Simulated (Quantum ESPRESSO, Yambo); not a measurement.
**Ba₂MgH₆: DFT and GW levels**

```
CELL_PARAMETERS angstrom
      5.71782     0.00000     0.00000
     -2.85891     4.95178     0.00000
      0.00000     0.00000     4.53831
ATOMIC_POSITIONS crystal
  H  0.82964 0.65927 0.77533
  H  0.17036 0.34073 0.22467
  H  0.34073 0.17036 0.77533
  H  0.65927 0.82964 0.22467
  H  0.82964 0.17036 0.77533
  H  0.17036 0.82964 0.22467
  Mg 0.00000 0.00000 0.00000
  Ba 0.66667 0.33333 0.26704
  Ba 0.33333 0.66667 0.73296
```

The geometry is that of Materials Project entry mp-643370, symmetrised and not relaxed again.

Starting point: LDA (Quantum ESPRESSO, PseudoDojo norm-conserving, 84 Ry, scalar-relativistic). G0W0 in Yambo: 3×3×4 Γ-centred k mesh, bands 5 to 179 and a 7 Ry block in the screening, 179 bands in G with the Bruneval-Gonze terminator, plasmon pole fitted at 27.2 eV.

```json
{
  "LDA gap along the band path": "2.60 eV",
  "LDA gap between the mesh's edge points ((0, 0.333, 0) → Γ)": "2.60 eV",
  "G0W0 gap between the same points": "4.32 eV",
  "LDA smallest direct gap on the mesh (at Γ)": "2.70 eV",
  "G0W0 direct gap at that point": "4.41 eV"
}
```

| k point | band | E LDA (eV) | E QP (eV) | shift (eV) | Z |
|---|---|---|---|---|---|
| Γ | VB | -0.09 | -1.11 | -1.02 | 0.79 |
| Γ | CB | 2.60 | 3.30 | 0.69 | 0.82 |
| A | VB | -1.52 | -2.59 | -1.07 | 0.78 |
| A | CB | 4.70 | 5.61 | 0.91 | 0.82 |
| (0, 0.333, 0) | VB | 0.00 | -1.02 | -1.02 | 0.79 |
| (0, 0.333, 0) | CB | 3.28 | 3.90 | 0.62 | 0.82 |
| H | VB | -1.03 | -2.15 | -1.12 | 0.79 |
| H | CB | 3.39 | 4.04 | 0.65 | 0.81 |

Energies count from the LDA valence-band maximum.

Nearest settings tried, and what they do to the gap: 1 Ry block (27 vectors against 283): -263 meV; 3×3×2 mesh: -15 meV. Not varied: bands in G, bands in W. So the settings aren't converged at that level.

The structure is a Materials Project entry; no match was found in the copy of COD used, and its stability was not checked.
